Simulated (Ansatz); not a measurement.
InAsPd5:
```cif
data_AsInPd5
_chemical_formula_sum 'In1 As1 Pd5'
_space_group_name_H-M_alt 'P 1'
_space_group_IT_number 1
_cell_length_a 4.01322
_cell_length_b 4.01322
_cell_length_c 7.02270
_cell_angle_alpha 90.000
_cell_angle_beta 90.000
_cell_angle_gamma 90.000
loop_
_space_group_symop_operation_xyz
  'x, y, z'
loop_
_atom_site_label
_atom_site_type_symbol
_atom_site_fract_x
_atom_site_fract_y
_atom_site_fract_z
_atom_site_occupancy
In1 In 0.50000 0.50000 0.00000 1
As1 As 0.00000 0.00000 0.50000 1
Pd1 Pd 0.00000 0.50000 0.28793 1
Pd2 Pd 0.00000 0.50000 0.71207 1
Pd3 Pd 0.50000 0.00000 0.28793 1
Pd4 Pd 0.50000 0.00000 0.71207 1
Pd5 Pd 0.00000 0.00000 0.00000 1
```

Relaxed with r²SCAN.

Which orbitals make up the states near the Fermi level in the program Ansatz at the r²SCAN level (PAW)?

Within 0.5 eV of the Fermi level: Pd 4d 48 %, As 4p 22 %, In 5p 15 %, outside the projected shells 7 %. Projections are on Löwdin-orthogonalised atomic valence shells; empty p or d shells of many metals are not among them.

Tabulate the density of states.

States/eV per cell of 7 atoms, in 0.25 eV bins, energy from the Fermi level.

| E (eV) | total | Pd 4d | As 4p | In 5p |
|---|---|---|---|---|
| -7.85 | 0.84 | 0.09 | 0.07 | 0.15 |
| -7.60 | 0.94 | 0.13 | 0.08 | 0.17 |
| -7.35 | 1.18 | 0.21 | 0.12 | 0.19 |
| -7.10 | 2.62 | 0.85 | 0.40 | 0.23 |
| -6.85 | 2.59 | 1.22 | 0.35 | 0.12 |
| -6.60 | 1.00 | 0.54 | 0.36 | 0.04 |
| -6.35 | 3.95 | 1.92 | 1.61 | 0.21 |
| -6.10 | 7.31 | 3.40 | 3.15 | 0.40 |
| -5.85 | 5.46 | 3.13 | 2.08 | 0.12 |
| -5.60 | 3.92 | 2.32 | 1.48 | 0.06 |
| -5.35 | 0.92 | 0.50 | 0.25 | 0.14 |
| -5.10 | 1.76 | 1.09 | 0.16 | 0.44 |
| -4.85 | 4.96 | 3.80 | 0.09 | 0.89 |
| -4.60 | 11.42 | 10.03 | 0.13 | 1.00 |
| -4.35 | 12.12 | 10.80 | 0.16 | 0.88 |
| -4.10 | 14.53 | 13.59 | 0.20 | 0.46 |
| -3.85 | 10.23 | 9.54 | 0.14 | 0.36 |
| -3.60 | 13.14 | 11.63 | 0.34 | 0.87 |
| -3.35 | 10.94 | 9.93 | 0.24 | 0.51 |
| -3.10 | 12.81 | 11.98 | 0.29 | 0.33 |
| -2.85 | 10.27 | 9.58 | 0.24 | 0.24 |
| -2.60 | 11.66 | 11.09 | 0.14 | 0.20 |
| -2.35 | 14.67 | 13.95 | 0.16 | 0.22 |
| -2.10 | 17.32 | 16.56 | 0.18 | 0.21 |
| -1.85 | 13.23 | 12.53 | 0.20 | 0.17 |
| -1.60 | 7.00 | 6.13 | 0.35 | 0.20 |
| -1.35 | 8.35 | 7.04 | 0.47 | 0.32 |
| -1.10 | 8.25 | 6.82 | 0.57 | 0.35 |
| -0.85 | 4.83 | 3.51 | 0.57 | 0.24 |
| -0.60 | 2.26 | 1.26 | 0.40 | 0.21 |
| -0.35 | 1.27 | 0.59 | 0.27 | 0.16 |
| -0.10 | 0.92 | 0.44 | 0.20 | 0.13 |
| 0.15 | 1.33 | 0.68 | 0.31 | 0.18 |
| 0.40 | 2.09 | 1.00 | 0.45 | 0.38 |
| 0.65 | 3.55 | 1.61 | 0.71 | 0.81 |
| 0.90 | 3.08 | 1.19 | 0.61 | 0.84 |
| 1.15 | 2.69 | 0.97 | 0.55 | 0.75 |
| 1.40 | 2.49 | 0.85 | 0.56 | 0.66 |
| 1.65 | 2.56 | 0.81 | 0.62 | 0.67 |
| 1.90 | 2.22 | 0.66 | 0.58 | 0.58 |
| 2.15 | 2.03 | 0.57 | 0.53 | 0.56 |
| 2.40 | 2.00 | 0.51 | 0.48 | 0.62 |
| 2.65 | 1.68 | 0.38 | 0.35 | 0.59 |
| 2.90 | 1.20 | 0.21 | 0.17 | 0.47 |
| 3.15 | 1.08 | 0.16 | 0.10 | 0.40 |
| 3.40 | 1.25 | 0.15 | 0.09 | 0.35 |
| 3.65 | 1.42 | 0.14 | 0.07 | 0.31 |
| 3.90 | 1.74 | 0.14 | 0.07 | 0.27 |
| 4.15 | 1.78 | 0.13 | 0.07 | 0.24 |
| 4.40 | 2.12 | 0.13 | 0.09 | 0.30 |
| 4.65 | 2.52 | 0.14 | 0.10 | 0.32 |

Space group P4/mmm. The first step of the workflow began from a Materials Project structure, measured or hypothetical; the Crystallography Open Database copy checked does not list it. Its standing as an ambient phase is unchecked. The cell was relaxed with r²SCAN under the symmetry of its start; whether a distortion lowers the energy is not shown. The run is not spin-polarised. Spin–orbit coupling is left out wherever it is not named.

Potentials: the later of the program's two PAW sets.
